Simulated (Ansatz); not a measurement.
CuI (zinc blende, F-43m), plane-wave PAW PBE (Ansatz code). The conduction-band minimum lies at Γ, with 1 equivalent valley. Second derivatives d²E/dk² of the lowest band at one valley (eV·Å²), along Cartesian directions:

```
direction  d²E/dk²
---------  -------
[100]        50.74
[010]        50.74
[001]        50.74
[110]        50.70
[101]        50.70
[011]        50.70
```

Find the principal effective masses, the density-of-states mass and the conductivity mass.

Off-diagonal terms follow from H_xy = H[110] − (H_xx + H_yy)/2, and m*/mₑ = 7.620 eV·Å² over each eigenvalue: 0.15, 0.15, 0.15. One valley's DOS mass (m₁m₂m₃)^(1/3) = 0.15, conductivity mass 3/(Σ 1/mᵢ) = 0.15 mₑ.

What effective density of states Nc follows at 300 K for parabolic valleys?

Nc = 2.509e19 × 1 × (0.15)^(3/2) ≈ 1.5e18 cm⁻³.

With the computed static dielectric constant 8.08 (mean of the diagonal), estimate a hydrogenic donor's binding energy and radius.

E = 13.606 eV × 0.15/8.08² ≈ 31 meV; a = 0.529 Å × ε/m* ≈ 28 Å. Semilocal masses tend to be too small where the gap is.

With ε∞ = 6.37 and ω_LO = 138 cm⁻¹, what Fröhlich coupling constant follows?

α = (1/ε∞ − 1/ε0) √(m* × 13.606 eV/ħω_LO) = 0.36.

Symmetry was held in the PBE relaxation; phonons on a q-mesh show no instability. The run is not spin-polarised. Scalar-relativistic: spin–orbit coupling is off unless named, which matters more the heavier the elements.

Potentials: the later of the program's two PAW sets.
